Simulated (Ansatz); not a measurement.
## Calculated 25Mg NMR of the central transition for CaMg₁₄ZnO₁₆

Cell: a computed structure from the Materials Project (it need not be an observed phase), taken as it stands.

Space group Pmmm (No. 47); a = 4.3307, b = 8.5827, c = 8.6134 Å.

```
site  Wyckoff  site symmetry       x       y       z
  Ca       1a            mmm  0.0000  0.0000  0.0000
 Mg2       1c            mmm  0.0000  0.0000  0.5000
 Mg3       1g            mmm  0.0000  0.5000  0.5000
 Mg4       2o            m2m  0.5000  0.7440  0.0000
 Mg6       2p            m2m  0.5000  0.7493  0.5000
 Mg8       2s            mm2  0.5000  0.0000  0.7443
 Mg9       2t            mm2  0.5000  0.5000  0.7499
Mg12       4u            m..  0.0000  0.7465  0.7466
  Zn       1e            mmm  0.0000  0.5000  0.0000
 O17       2q            mm2  0.0000  0.0000  0.7367
 O18       2r            mm2  0.0000  0.5000  0.7429
 O21       4v            m..  0.5000  0.7501  0.7510
 O25       1b            mmm  0.5000  0.0000  0.0000
 O26       1f            mmm  0.5000  0.5000  0.0000
 O27       1d            mmm  0.5000  0.0000  0.5000
 O28       1h            mmm  0.5000  0.5000  0.5000
 O29       2m            m2m  0.0000  0.7384  0.0000
 O31       2n            m2m  0.0000  0.7482  0.5000
```

One atom of each set is listed.

Method: Kohn–Sham DFT in Ansatz, PBE, plane waves and PAW, scalar-relativistic, 420 eV cutoff, Γ-centred 5×3×3 k-points, Fermi–Dirac smearing 0.02 eV.

25Mg has I = 5/2 and Q = 199.4 mb (Pyykkö 2018); at 16.4 T its Larmor frequency is ν₀ = 42.8 MHz. Only the quadrupole interaction is simulated: positions count from each site's isotropic chemical shift, and shift anisotropy, dipolar and J coupling are left out, though they dominate static lines narrower than about 10 kHz.

(1) Give C_Q, η, the quadrupolar product P_Q = |C_Q|(1 + η²/3)^½, the second-order isotropic shift and the breadth of the pattern (static powder) for each Mg site.

Results:

(1) 

```csv
site,first shell,C_Q (MHz),η,P_Q (MHz),δ_QIS (ppm),breadth (kHz)
Mg2,6 O at 2.04–2.17 Å,-7.91,0.04,7.92,-205,47.3
Mg3,6 O at 2.09–2.17 Å,2.56,0.96,2.93,-28.1,9.02
Mg4,6 O at 2.09–2.20 Å,1.40,0.03,1.40,-6.46,1.48
Mg6,6 O at 2.14–2.17 Å,-1.06,0.10,1.07,-3.73,0.900
Mg8,6 O at 2.10–2.20 Å,0.841,0.29,0.852,-2.38,0.650
Mg9,6 O at 2.15–2.17 Å,0.767,0.53,0.803,-2.11,0.636
Mg12,6 O at 2.12–2.18 Å,-1.11,0.51,1.16,-4.42,1.32
```

δ_QIS = −(ν_Q²/30ν₀²)[I(I+1) − 3/4](1 + η²/3) × 10⁶ ppm with ν_Q = 3|C_Q|/[2I(2I−1)]; it falls as 1/B₀² in ppm, and the breadth as 1/B₀ in kHz.
